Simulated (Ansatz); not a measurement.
The cell below belongs to a search over invented structures; it isn't taken from experiment.

Input and command of a plane-wave DFT calculation in Ansatz:

```yaml
crystal:
  lattice:
    - [3.58825375, 0.0, 0.0]
    - [-1.79412688, 3.10751891, 0.0]
    - [0.0, 0.0, 7.89976631]
  atoms:
    - { symbol: In, position: [0.0, 0.0, 0.0] }
    - { symbol: Fe, position: [0.0, 0.0, 0.5], spin: 4.0 }
    - { symbol: Fe, position: [0.33333333, 0.66666667, 0.0], spin: 4.0 }
    - { symbol: H, position: [0.0, 0.0, 0.26721921] }
    - { symbol: H, position: [0.0, 0.0, 0.73278079] }
    - { symbol: H, position: [0.33333333, 0.66666667, 0.5] }
basis:
  ecutwfc: 420
kpoints:
  mp_grid: { grid: [5, 5, 2] }
hamiltonian:
  xc: pbe
scf:
  occupations: { method: gaussian, width: 0.2 }
  lower_state_search: "off"
output:
  forces: true
  stress: true
  eigenvalues: true
  populations: true
magnetization:
  spin_polarized: true
relax:
  adjacent_minimum: "off"
  f_tol: 0.08
  max_steps: 16
  cell: { stress_tol: 0.8 }
```

```bash
ansatz run input.yaml --threads 1 --pin off --max-ram 2560MiB --backend cpu --events-out ev --progress --plain --runs-dir out
```

Processor: Arm Neoverse V1, 1 thread, on a host shared with other jobs.

Question: How long does it run, and how much memory does it take?

Answer: About 110 s, peak memory 0.39 GiB. It solves 34 bands at 10 k points (after reduction by symmetry) with about 2371 plane waves (on the last cell), in 155 SCF iterations over 9 ionic steps.
